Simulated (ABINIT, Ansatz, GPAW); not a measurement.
**TaWC2: 3 runs at one level of theory**

```
W Ta C
1.0
     1.57186    0.90751    5.10162
    -1.57186    0.90751    5.10162
     0.00000   -1.81502    5.10162
W Ta C
1 1 2
Direct
  0.00000 0.00000 0.00000
  0.50000 0.50000 0.50000
  0.25093 0.25093 0.25093
  0.74907 0.74907 0.74907
```

The cell comes from a database or a generator and needn't be the stable form of this composition.

Alike in all runs: task single point; functional PBE; k mesh 10 × 10 × 10; occupations fermi-dirac, width 0.05 eV; no spin polarisation; no spin-orbit coupling. Pressure is positive in compression and, in plane waves, holds the error of the finite cutoff, which Ansatz's Pulay term estimates and takes out.

```csv
program and potentials,plane-wave cutoff (eV),notes,pressure (GPa),largest force (eV/Å)
"Ansatz, Ansatz PAW",420,Pulay term of +0.31 GPa included,-2.57,0.056
"ABINIT, JTH PAW PBE v2.0",517,-,-2.37,0.051
"GPAW, GPAW PAW data sets (gpaw-data 1.2.1)",800,-,-2.46,0.101
```

Force on atom 3 (C), eV/Å:

```json
{"program and potentials": "Ansatz, Ansatz PAW", "x": "0.000", "y": "0.000", "z": "0.056"}
{"program and potentials": "ABINIT, JTH PAW PBE v2.0", "x": "0.000", "y": "0.000", "z": "0.051"}
{"program and potentials": "GPAW, GPAW PAW data sets (gpaw-data 1.2.1)", "x": "0.000", "y": "0.000", "z": "0.101"}
```

The pressure spans -2.57 (Ansatz, Ansatz PAW) to -2.37 GPa (ABINIT, JTH PAW PBE v2.0).

The functional is the same throughout but for its coding, so the spread measures potentials, basis and numerics; runs on potential files found faulty are left out.
